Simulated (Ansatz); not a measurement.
Relaxation of a generated cell, Co2Si placed in the AFLOW prototype A2B_tI12_141_e_a (C5, as in TiO2); 6 atoms in the cell, which starts as I4₁/amd, origin choice 1 (No. 141), tI12; a = b = 3.7064 Å, c = 9.3165 Å, α = β = γ = 90.00°. Computed with PBE (plane waves to 420 eV, PAW, scalar-relativistic; Ansatz, a first-principles code). Γ-centred k-mesh 9×9×9 on the run's cell (coarser than for final values), Fermi–Dirac smearing 0.05 eV. This is the first round of the run. Spin-polarised start, with parallel moments on Co.

The optimiser's lines from the output (shortened; P is positive under compression):

```
relax step   1: F+E_penalty+E_count = -21770.16664482 eV  Δ(F+E_penalty+E_count) = +0.000e0 eV  max|allowed force component| = 3.872e-1 eV/Å  Δτ_max = 0.0000 Å  P = +61.354 GPa  Ω = 63.994 Å³  (16 SCF iters, dr2 threshold 1.00e-7 eV, accepted)
relax step   2: F+E_penalty+E_count = -21772.48221609 eV  Δ(F+E_penalty+E_count) = -2.316e0 eV  max|allowed force component| = 2.019e-1 eV/Å  Δτ_max = 0.0084 Å  P = +24.175 GPa  Ω = 70.766 Å³  (11 SCF iters, dr2 threshold 6.00e-7 eV, accepted)
relax step   3: F+E_penalty+E_count = -21773.56210902 eV  Δ(F+E_penalty+E_count) = -1.080e0 eV  max|allowed force component| = 2.566e-1 eV/Å  Δτ_max = 0.0091 Å  P = +5.381 GPa  Ω = 73.457 Å³  (13 SCF iters, dr2 threshold 6.00e-7 eV, accepted)
relax step   4: F+E_penalty+E_count = -21774.06179308 eV  Δ(F+E_penalty+E_count) = -4.997e-1 eV  max|allowed force component| = 2.893e-1 eV/Å  Δτ_max = 0.0157 Å  P = -0.824 GPa  Ω = 72.870 Å³  (11 SCF iters, dr2 threshold 6.00e-7 eV, accepted)
relax step   5: F+E_penalty+E_count = -21774.45900060 eV  Δ(F+E_penalty+E_count) = -3.972e-1 eV  max|allowed force component| = 4.084e-1 eV/Å  Δτ_max = 0.0204 Å  P = -2.126 GPa  Ω = 70.987 Å³  (12 SCF iters, dr2 threshold 6.00e-7 eV, accepted)
relax step   6: F+E_penalty+E_count = -21774.82082495 eV  Δ(F+E_penalty+E_count) = -3.618e-1 eV  max|allowed force component| = 1.315e-1 eV/Å  Δτ_max = 0.0682 Å  P = -0.532 GPa  Ω = 68.573 Å³  (12 SCF iters, dr2 threshold 6.00e-7 eV, accepted)
relax step   7: F+E_penalty+E_count = -21774.77070012 eV  Δ(F+E_penalty+E_count) = +5.012e-2 eV  max|allowed force component| = 3.831e-1 eV/Å  Δτ_max = 0.0407 Å  P = +4.458 GPa  Ω = 66.173 Å³  (11 SCF iters, dr2 threshold 6.00e-7 eV, rejected (line search))
relax step   8: F+E_penalty+E_count = -21774.86670860 eV  Δ(F+E_penalty+E_count) = -4.588e-2 eV  max|allowed force component| = 7.960e-3 eV/Å  Δτ_max = 0.0145 Å  P = -0.566 GPa  Ω = 67.871 Å³  (16 SCF iters, accepted)
relax step   9: F+E_penalty+E_count = -21774.86709903 eV  Δ(F+E_penalty+E_count) = -3.904e-4 eV  max|allowed force component| = 4.340e-3 eV/Å  Δτ_max = 0.0018 Å  P = -0.028 GPa  Ω = 67.743 Å³  (8 SCF iters, dr2 threshold 6.00e-7 eV, accepted)
relax step  10: F+E_penalty+E_count = -21774.86710618 eV  Δ(F+E_penalty+E_count) = -7.152e-6 eV  max|allowed force component| = 8.057e-5 eV/Å  Δτ_max = 0.0005 Å  P = +0.000 GPa  Ω = 67.740 Å³  (7 SCF iters, dr2 threshold 4.68e-9 eV, accepted)
relax step  11: F+E_penalty+E_count = -21775.19786564 eV  Δ(F+E_penalty+E_count) = -3.308e-1 eV  max|allowed force component| = 2.097e-2 eV/Å  Δτ_max = 0.0000 Å  P = +7.782 GPa  Ω = 67.740 Å³  stress off target by 1.14e1 GPa  SCF on the basis re-selected at this cell (its energy is not comparable with the rows above)  (11 SCF iters)
relax step  12: F+E_penalty+E_count = -21775.30320354 eV  Δ(F+E_penalty+E_count) = -1.053e-1 eV  max|allowed force component| = 3.895e-3 eV/Å  Δτ_max = 0.0037 Å  P = +2.856 GPa  Ω = 69.235 Å³  (11 SCF iters, dr2 threshold 6.00e-7 eV, accepted)
relax step  13: F+E_penalty+E_count = -21775.31756306 eV  Δ(F+E_penalty+E_count) = -1.436e-2 eV  max|allowed force component| = 1.514e-1 eV/Å  Δτ_max = 0.0199 Å  P = -0.063 GPa  Ω = 70.212 Å³  (11 SCF iters, dr2 threshold 6.00e-7 eV, accepted)
relax step  14: F+E_penalty+E_count = -21775.32164610 eV  Δ(F+E_penalty+E_count) = -4.083e-3 eV  max|allowed force component| = 7.858e-3 eV/Å  Δτ_max = 0.0185 Å  P = +0.118 GPa  Ω = 70.210 Å³  (10 SCF iters, dr2 threshold 6.00e-7 eV, accepted)
relax step  15: F+E_penalty+E_count = -21775.32165754 eV  Δ(F+E_penalty+E_count) = -1.144e-5 eV  max|allowed force component| = 6.548e-4 eV/Å  Δτ_max = 0.0007 Å  P = +0.016 GPa  Ω = 70.245 Å³  (8 SCF iters, dr2 threshold 1.84e-7 eV, accepted)
relax step  16: F+E_penalty+E_count = -21775.32165118 eV  Δ(F+E_penalty+E_count) = +6.367e-6 eV  max|allowed force component| = 1.200e-5 eV/Å  Δτ_max = 0.0001 Å  P = -0.000 GPa  Ω = 70.252 Å³  (7 SCF iters, dr2 threshold 3.32e-9 eV, accepted)
relax step  17: F+E_penalty+E_count = -21775.32454279 eV  Δ(F+E_penalty+E_count) = -2.892e-3 eV  max|allowed force component| = 6.576e-5 eV/Å  Δτ_max = 0.0000 Å  P = +0.008 GPa  Ω = 70.252 Å³  stress off target by 7.05e-2 GPa  SCF on the basis re-selected at this cell (its energy is not comparable with the rows above)  (11 SCF iters)
relax step  18: F+E_penalty+E_count = -21775.32454948 eV  Δ(F+E_penalty+E_count) = -6.689e-6 eV  max|allowed force component| = 1.674e-5 eV/Å  Δτ_max = 0.0001 Å  P = +0.001 GPa  Ω = 70.255 Å³  (9 SCF iters, dr2 threshold 1.24e-8 eV, accepted)
relax step  19: F+E_penalty+E_count = -21775.32455880 eV  Δ(F+E_penalty+E_count) = -9.317e-6 eV  max|allowed force component| = 4.298e-6 eV/Å  Δτ_max = 0.0000 Å  P = +0.001 GPa  Ω = 70.255 Å³  stress off target by 1.43e-3 GPa  SCF on the basis re-selected at this cell (its energy is not comparable with the rows above)  (6 SCF iters)
```

From the first to the last row the energy changes by -0.86 eV/atom and the volume by +9.8 %. The last row is marked as not comparable with the walk above it, whose basis was carried along; it does compare with step 1, since both stand on a basis selected at the nominal cutoff for their own cell.

Energy and pressure jump between steps 10 and 11 at one geometry, where the plane-wave basis was selected anew. While the cell walks, the set of plane waves is carried along, so its effective cutoff drifts with the strain; re-selecting it at 420 eV moved the energy by -0.055 eV/atom and the pressure by 7.8 GPa. Only step 1 and rows on a re-selected basis compare with each other.

Step 7 was rejected by the optimiser.

Later rounds, restarted from the end of this one on a renewed k-mesh, logged 4 more steps and released under 0.01 eV/atom more. The final structure after all rounds: I4₁/amd, origin choice 1 (No. 141), tI12; a = b = 4.4110 Å, c = 7.2217 Å, α = β = γ = 90.00°. Between re-selections the logged energies stand on a plane-wave basis carried along with the cell. No spin polarisation in the result: the starting moments vanished. A magnetic state may lie lower.

The run could not lose the symmetry of its start: the end is stationary, and may be a saddle point rather than a minimum.

The relaxed structure here is a generated cell of Co2Si: the first start was made by placing the elements on the sites of a structure type, and the end was not matched to a known phase here, so it may be hypothetical.
